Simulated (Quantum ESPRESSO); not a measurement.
Parts of the isotropic shielding in MgF$_{2}$, by PBE GIPAW on JTH datasets (Quantum ESPRESSO, modified build), 22.5 Ha, k-mesh 3×3×5 shifted:

```xyz
6
Lattice="4.6614 0.0000 0.0000 0.0000 4.6614 0.0000 0.0000 0.0000 2.9868" Properties=species:S:1:pos:R:3 pbc="T T T"
Mg     2.3307     2.3307     1.4934
Mg     0.0000     0.0000     0.0000
F      3.2574     3.2574     0.0000
F      1.4040     1.4040     0.0000
F      3.7347     0.9267     1.4934
F      0.9267     3.7347     1.4934
```
The cell was made here from a computed Materials Project entry: strained by -2 % along the unique axis and by +1 % across it, atoms relaxed (PBE without dispersion, pw.x of Quantum ESPRESSO, symmetry kept). The parent is MgF2 in P4₂/mnm. Stability against distortions was not tested.

The core term is that of the free atom's frozen core; the paramagnetic column sums the reconstruction terms. Shieldings are absolute and leave out the bulk-susceptibility term; a larger σ means a smaller chemical shift. By our sweeps, such settings leave a few ppm in absolute σ. The datasets of Mg hold no d projectors, which limits absolute σ on these atoms.

```
site                   core  bare (smooth current)  diamagnetic correction  paramagnetic corrections  σ_iso (ppm)
--------------------  -----  ---------------------  ----------------------  ------------------------  -----------
Mg (atoms 1, 2)       412.8                   22.6                   250.3                (withheld)   (withheld)
F (atoms 3, 4, 5, 6)  306.4                   96.7                    51.2                (withheld)   (withheld)
```

Some entries are withheld; supply them.


- Mg (atoms 1, 2), paramagnetic corrections: -129.9
- Mg (atoms 1, 2), σ_iso (ppm): 555.8
- F (atoms 3, 4, 5, 6), paramagnetic corrections: -99.0
- F (atoms 3, 4, 5, 6), σ_iso (ppm): 355.3
